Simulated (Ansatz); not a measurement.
**Sr: energy along a strain**

Sr, P6_3/mmc, a = 4.310 Å, c = 7.050 Å (as given, not relaxed at this level: 0.1 GPa). This isn't the element's structure at ambient conditions. Ansatz: r2SCAN, PAW, 500 eV, Γ-centred 12×12×8 mesh on 2 atoms, Gaussian smearing 0.15 eV; no spin polarisation. Cell vectors (Å): 4.310 0.000 0.000; -2.155 3.733 0.000; 0.000 0.000 7.050. The cell is strained by x per cent times the pattern (1 1 0 0 0 0) in the order xx yy zz yz xz xy (engineering shears), with fractional coordinates held. y is the free energy over the start, V0 = 56.708 Å³/atom.

| x (%) | y (meV/atom) |
| --- | --- |
| -6.00 | ? |
| -4.50 | 25.01 |
| -3.00 | 11.04 |
| -1.50 | 2.87 |
| 0.00 | 0.00 |
| 1.50 | 1.95 |
| 3.00 | 8.26 |
| 4.50 | 18.54 |
| 5.25 | 25.05 |
| 6.00 | 32.42 |

Question: Fit y = c1 x + c2 x² + c3 x³ to the other rows, get the stiffness along the pattern, and predict the missing energy.

Answer: Least squares on the rows shown. y = −0.27315 x + 1.0754 x² − 0.021699 x³. The clamped-ion stiffness p·C·p = 2 × 10.75 eV × 160.2 / 56.708 Å³ = 61 GPa; c1 is there for the stress left in the start, which by itself gives a slope of -0.25 meV/atom per %. At x = -6.00 the fit asked for gives 45.04 meV/atom. The run gave 45.31 meV/atom, so the fit is 0.27 meV/atom too low, 0.6 % of the span of the series, against an rms of 0.03 meV/atom on the fitted rows. The row lies outside the fitted range. With a term in x⁴ added, a fit to the same known rows predicts 45.35 meV/atom, so most of the miss is curvature that the known rows already hold.